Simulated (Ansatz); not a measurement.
KI (rock salt)

```yaml
crystal:
  lattice:
    - [0.00000, 3.54577, 3.54577]
    - [3.54577, 0.00000, 3.54577]
    - [3.54577, 3.54577, 0.00000]
  atoms:
    - { symbol: I, position: [0.00000, 0.00000, 0.00000] }
    - { symbol: K, position: [0.50000, 0.50000, 0.50000] }
```

The slice is a {100} plane (indices of the conventional cell) through the point (0.000, 0.000, 0.000) (fractional), spanned by u = [100] and v = [0 1 -1] in vectors of this cell: u (5.01 Å) and v (5.01 Å, at 90° to u). It covers one period; positions are fractions (u, v).

Calculation: r2SCAN (plane waves to 500 eV, PAW, scalar-relativistic; Ansatz, an electronic-structure program). k mesh 8×8×8. Near the nuclei the fields are pseudised (PAW); where an atom keeps semicore shells as valence, they peak there. KI was relaxed with its symmetry unable to fall. Spin-orbit coupling is left out, though I is heavy.

Three fields on this plane, each scaled to ten steps between its own extremes (0 low, 9 high; the total valence density on a logarithmic scale, the potential cut 8 eV below its top; x marks points blanked near nuclei; v = 0 in the bottom row):

Map A
```
|xxxxxxx0378999999999998730xxxxxx|
|xxxxxxx0478999999999998740xxxxxx|
|xxxxxx015789999999999987510xxxxx|
|xxxxx00368899999899999886300xxxx|
|xxxx0025788888888888888875200xxx|
|xxx002567888877777778888765200xx|
|00013567888776666666778887653100|
|33456778877665444445667788776543|
|67778888776543211123456778888777|
|88888888765320xxxxx0235678888888|
|9999988765310xxxxxxx013567889999|
|999998876420xxxxxxxxx02467889999|
|99999876530xxxxxxxxxxx0356789999|
|9999987642xxxxxxxxxxxxx246789999|
|9999987641xxxxxxxxxxxxx146789999|
|9999887641xxxxxxxxxxxxx146788999|
|9999987641xxxxxxxxxxxxx146789999|
|9999987642xxxxxxxxxxxxx246789999|
|99999876530xxxxxxxxxxx0356789999|
|999998876420xxxxxxxxx02467889999|
|9999988765310xxxxxxx013567889999|
|88888888765320xxxxx0235678888888|
|67778888776543211123456778888777|
|33456778877665444445667788776543|
|00013567888776666666778887653100|
|xxx002567888877777778888765200xx|
|xxxx0025788888888888888875200xxx|
|xxxxx00368899999899999886300xxxx|
|xxxxxx015789999999999987510xxxxx|
|xxxxxxx0478999999999998740xxxxxx|
|xxxxxxx0378999999999998730xxxxxx|
|xxxxxxx0368999999999998630xxxxxx|
```

Map B
```
|xxxxxxx9999863000003689999xxxxxx|
|xxxxxxx9999752000002579999xxxxxx|
|xxxxxx899987410000014789998xxxxx|
|xxxxx89999852000000025899998xxxx|
|xxxx8999986200000000026899998xxx|
|xxx899998630000000000036899998xx|
|89999998630000000000000368999999|
|99999986300001233321000036899999|
|99999863000014677764100003689999|
|99988630000258xxxxx8520000368899|
|8877520000268xxxxxxx862000025778|
|665420000158xxxxxxxxx85100002456|
|33210000148xxxxxxxxxxx8410000123|
|0000000026xxxxxxxxxxxxx620000000|
|0000000037xxxxxxxxxxxxx730000000|
|0000000037xxxxxxxxxxxxx730000000|
|0000000037xxxxxxxxxxxxx730000000|
|0000000026xxxxxxxxxxxxx620000000|
|33210000148xxxxxxxxxxx8410000123|
|665420000158xxxxxxxxx85100002456|
|8877520000268xxxxxxx862000025778|
|99988630000258xxxxx8520000368899|
|99999863000014677764100003689999|
|99999986300001233321000036899999|
|89999998630000000000000368999999|
|xxx899998630000000000036899998xx|
|xxxx8999986200000000026899998xxx|
|xxxxx89999852000000025899998xxxx|
|xxxxxx899987410000014789998xxxxx|
|xxxxxxx9999752000002579999xxxxxx|
|xxxxxxx9999863000003689999xxxxxx|
|xxxxxxx8999863000003689998xxxxxx|
```

Map C
```
|xxxxxxx9865432100012345689xxxxxx|
|xxxxxxx8765431000001345678xxxxxx|
|xxxxxx987654210000012456789xxxxx|
|xxxxx99875432100000123457899xxxx|
|xxxx9987654321100011234567899xxx|
|xxx998765433211111112334567899xx|
|99888765543322233322233455678889|
|88777655433334455544333345567778|
|66665544333456677766543334455666|
|55554433334568xxxxx8654333344555|
|4444333334578xxxxxxx875433333444|
|333222223568xxxxxxxxx86532222233|
|22111112468xxxxxxxxxxx8642111112|
|1100011246xxxxxxxxxxxxx642110001|
|0000001357xxxxxxxxxxxxx753100000|
|0000001357xxxxxxxxxxxxx753100000|
|0000001357xxxxxxxxxxxxx753100000|
|1100011246xxxxxxxxxxxxx642110001|
|22111112468xxxxxxxxxxx8642111112|
|333222223568xxxxxxxxx86532222233|
|4444333334578xxxxxxx875433333444|
|55554433334568xxxxx8654333344555|
|66665544333456677766543334455666|
|88777655433334455544333345567778|
|99888765543322233322233455678889|
|xxx998765433211111112334567899xx|
|xxxx9987654321100011234567899xxx|
|xxxxx99875432100000123457899xxxx|
|xxxxxx987654210000012456789xxxxx|
|xxxxxxx8765431000001345678xxxxxx|
|xxxxxxx9865432100012345689xxxxxx|
|xxxxxxx9865432100012345689xxxxxx|
```

Q: Assign the maps to these fields: electron localisation function (ELF); valence electron density; electrostatic potential energy of an electron, from the cell's mean.

A: A is the electrostatic potential energy of an electron, from the cell's mean; B is the electron localisation function (ELF); C is the valence electron density.
